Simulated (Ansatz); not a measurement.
P$_{2}$W:
Space group C2/m (No. 12); a = 8.456 Å, b = 3.147 Å, c = 7.450 Å, α = γ = 90.00°, β = 119.23°

```tsv
atom	site	symmetry	x	y	z
P	4i	m	0.1386	0.0000	0.0246
P	4i	m	0.3987	0.0000	0.6005
W	4i	m	0.1576	0.0000	0.7062
```
(The calculation used a cell of 6 atoms; values per cell refer to that cell.)

Relaxed at zero pressure with plane-wave PAW PBEsol (Ansatz code).

**Question.** The volume is raised by 3 % and shape and atoms relax at that volume. What pressure results, and how do the axes share the change?

**Answer.** -5.6 GPa; a 0.9 %, b 1.3 %, c 0.7 %; the energy rises by 8 meV/atom.

**Question.** Give the new structure.

**Answer.** 
Space group C2/m (No. 12); a = 8.5303 Å, b = 3.1898 Å, c = 7.5032 Å, α = 90.00°, β = 119.20°, γ = 90.00°

```
atom  site  symmetry       x       y       z
----  ----  --------  ------  ------  ------
P       4i         m  0.1392  0.0000  0.0254
P       4i         m  0.1004  0.5000  0.3998
W       4i         m  0.1574  0.0000  0.7061
```

The phase is kept; no other phase was compared at this pressure.

The workflow started from a Materials Project entry (that database holds measured and hypothetical structures alike); the Crystallography Open Database files this formula in space group No. 12, but the cells were not matched. Whether it is the stable phase at ambient conditions was not checked. The PBEsol relaxation kept the symmetry of its start; its stability against distortions is not shown here. The run is not spin-polarised. Scalar-relativistic: spin–orbit coupling is off unless named, which matters more the heavier the elements.

Potentials: the later of the program's two PAW sets.
